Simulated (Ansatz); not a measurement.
Starting cell, Al (fcc, Cu type):

```
Al
1.0
    3.99072     0.00000     0.00000
    0.00000     3.99072     0.00000
    0.00000     0.00000     3.99072
Al
4
Direct
  0.00000   0.00000   0.00000
  0.50000   0.50000   0.00000
  0.50000   0.00000   0.50000
  0.00000   0.50000   0.50000
```

In each cell atom 3 (Al, nearest neighbour Al at 2.822 Å; its periodic images, 4.0 Å or more away, move with it) moves by s·(-0.707, -0.707, 0.000) (towards the nearest neighbour), the rest being held.

Computed with r2SCAN (plane waves to 500 eV, PAW, scalar-relativistic; Ansatz, a first-principles code). k mesh 9×9×9 (Γ-centred), Fermi-Dirac smearing 0.05 eV. Energies are smeared free energies. Compression counts positive. With partly filled bands, energies and forces of such displacements shift with the k mesh and the smearing. F∥ is the force on the atom along that direction. On this mesh the relaxed cell isn't quite at rest: it carries a pressure of 0.3 GPa (compression positive) at the zero of the scan. Al was relaxed with its symmetry unable to fall. The PAW data are Ansatz's earlier set. ΔE is measured from the undisplaced structure.

```json
[
 {"s (Å)": "-0.280", "ΔE (eV/cell)": "0.226", "F∥ (eV/Å)": "1.692", "P (GPa)": "2.1"},
 {"s (Å)": "-0.224", "ΔE (eV/cell)": "0.142", "F∥ (eV/Å)": "1.309", "P (GPa)": "1.4"},
 {"s (Å)": "-0.168", "ΔE (eV/cell)": "0.079", "F∥ (eV/Å)": "0.956", "P (GPa)": "0.9"},
 {"s (Å)": "-0.112", "ΔE (eV/cell)": "0.035", "F∥ (eV/Å)": "0.625", "P (GPa)": "0.6"},
 {"s (Å)": "-0.056", "ΔE (eV/cell)": "0.009", "F∥ (eV/Å)": "0.309", "P (GPa)": "0.3"},
 {"s (Å)": "0.000", "ΔE (eV/cell)": "0.000", "F∥ (eV/Å)": "0.000", "P (GPa)": "0.3"},
 {"s (Å)": "0.056", "ΔE (eV/cell)": "0.009", "F∥ (eV/Å)": "-0.309", "P (GPa)": "0.3"},
 {"s (Å)": "0.112", "ΔE (eV/cell)": "0.035", "F∥ (eV/Å)": "-0.625", "P (GPa)": "0.6"},
 {"s (Å)": "0.168", "ΔE (eV/cell)": "0.079", "F∥ (eV/Å)": "-0.956", "P (GPa)": "0.9"},
 {"s (Å)": "0.224", "ΔE (eV/cell)": "0.142", "F∥ (eV/Å)": "-1.309", "P (GPa)": "1.4"},
 {"s (Å)": "0.280", "ΔE (eV/cell)": "0.226", "F∥ (eV/Å)": "-1.692", "P (GPa)": "2.1"}
]
```

Key numbers:

| Item | Value |
|---|---|
| Energy at s = 0.280 Å | 226 meV/cell |
| Force along the line at s = -0.280 Å | 1.69 eV/Å |
| Symmetry of the curve | even: the same for both signs |
| Shape of the curve | a single well with its minimum at or next to zero displacement |
| Force constant k = d²E/ds² at s = 0 (finite differences) | 5.50 eV/Å² |
| Harmonic estimate at the end of the scan | ½ks² = 216 meV/cell against the computed 226 meV/cell, so the well is close to harmonic there |

The 11 points together took about 100 core-seconds (a rough figure).

(For displaced atoms, the force is minus the slope of the energy, and its curvature is a force constant, which sets phonon frequencies.)
